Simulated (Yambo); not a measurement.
Yambo run on WS$_{2}$ (space group R3m, No. 160). The wavefunctions come from this Quantum ESPRESSO step (PBEsol, PseudoDojo standard norm-conserving files, fully relativistic):

```
&CONTROL
  calculation = 'nscf'
  pseudo_dir = './pseudo'
  outdir = './out'
/
&SYSTEM
  ibrav = 0
  nat = 3
  ntyp = 2
  ecutwfc = 74.0
  ecutrho = 296.0
  occupations = 'fixed'
  force_symmorphic = .true.
  nbnd = 216
  noncolin = .true.
  lspinorb = .true.
/
&ELECTRONS
  conv_thr = 3.0000000000000004e-09
  diago_full_acc = .true.
  diago_thr_init = 1e-08
/
ATOMIC_SPECIES
S 32.0600 S.upf
W 183.8400 W.upf
CELL_PARAMETERS angstrom
  1.592435146000   0.919392860000   6.489800000000
 -1.592435146000   0.919392860000   6.489800000000
  0.000000000000  -1.838785720000   6.489800000000
ATOMIC_POSITIONS crystal
S   0.585887000000   0.585887000000   0.585887000000
S   0.746080000000   0.746080000000   0.746080000000
W   0.999330000000   0.999330000000   0.999330000000
K_POINTS automatic
4 4 4 0 0 0
```

Yambo input:

```
rim_cut
gw0
dyson
el_el_corr
HF_and_locXC
ppa
em1d
RandQpts= 1000000
RandGvec= 1 Ry
EXXRLvcs= 74 Ry
VXCRLvcs= 296 Ry
Chimod= "HARTREE"
% BndsRnXp
 5 | 214 |
%
NGsBlkXp= 8 Ry
% LongDrXp
 1.0 | 1.0 | 1.0 |
%
PPAPntXp= 27.2114 eV
% GbndRnge
 1 | 214 |
%
GTermKind= "BG"
DysSolver= "n"
ExtendOut
% QPkrange
 1 | 1 | 26 | 27 |
 2 | 2 | 26 | 27 |
 3 | 3 | 26 | 27 |
 7 | 7 | 26 | 27 |
 13 | 13 | 24 | 28 |
%
```

k points by index: 1 = Γ, 2 = (0, 0, 0.25), 3 = L, 7 = F, 13 = Z.

Table of the .qp output:

```
#    K-point    Band    Eo [eV]    E [eV]    E-Eo [eV]    Vxc [eV]    Vnlxc [eV]    Sc|Eo [eV]    Sc|E [eV]    dSc/dw|Eo [eV]    Re(Z)    Im(Z)
#
    1    26    -0.943262    -1.111583    -0.168321    -14.17917    -14.97859    0.587729    0.631099    -7.009430    0.795169    -0.001279
    1    27    2.216022    2.719256    0.503234    -15.02892    -10.51745    -3.877251    -4.008238    -7.081564    0.793496    -0.001244
    2    26    -1.437392    -1.599899    -0.162507    -14.69828    -15.88548    0.981713    1.024687    -7.193318    0.790918    -0.001300
    2    27    1.441132    1.902027    0.460895    -14.31825    -10.07840    -3.662246    -3.778954    -6.889121    0.797974    -0.001255
    3    26    -1.481649    -1.869852    -0.388203    -13.80725    -15.56197    1.265894    1.366513    -7.051597    0.794190    -0.001380
    3    27    2.192712    3.024658    0.831946    -17.37880    -11.99136    -4.331470    -4.555487    -7.326136    0.787877    -0.001379
    7    26    -1.393587    -1.762683    -0.369096    -13.84373    -15.52766    1.219560    1.314832    -7.022485    0.794865    -0.001384
    7    27    2.169260    3.003291    0.834031    -17.36158    -11.98565    -4.317906    -4.541904    -7.307179    0.788309    -0.001405
    13    24    -2.097246    -2.415220    -0.317974    -15.28236    -17.11902    1.433840    1.518686    -7.259399    0.789402    -0.001231
    13    25    0.000000    -0.101269    -0.101269    -15.39581    -15.84763    0.323738    0.350553    -7.202609    0.790705    -0.001276
    13    26    0.000000    -0.101269    -0.101269    -15.39581    -15.84763    0.323738    0.350553    -7.202609    0.790705    -0.001276
    13    27    2.271653    2.776547    0.504894    -15.06951    -10.52612    -3.906666    -4.038491    -7.103469    0.792989    -0.001255
    13    28    2.271653    2.776547    0.504894    -15.06951    -10.52612    -3.906666    -4.038491    -7.103469    0.792989    -0.001255
```
(The two width columns are left out.) Convergence of these settings isn't established.

Geometry of the Materials Project entry, not relaxed at this level.

This is not the ordinary phase of the substance.

The distance between layers or molecules is the database entry's, not relaxed here. Functionals without dispersion can leave it too large, which widens gaps and weakens the response across layers: the numbers belong to this cell.
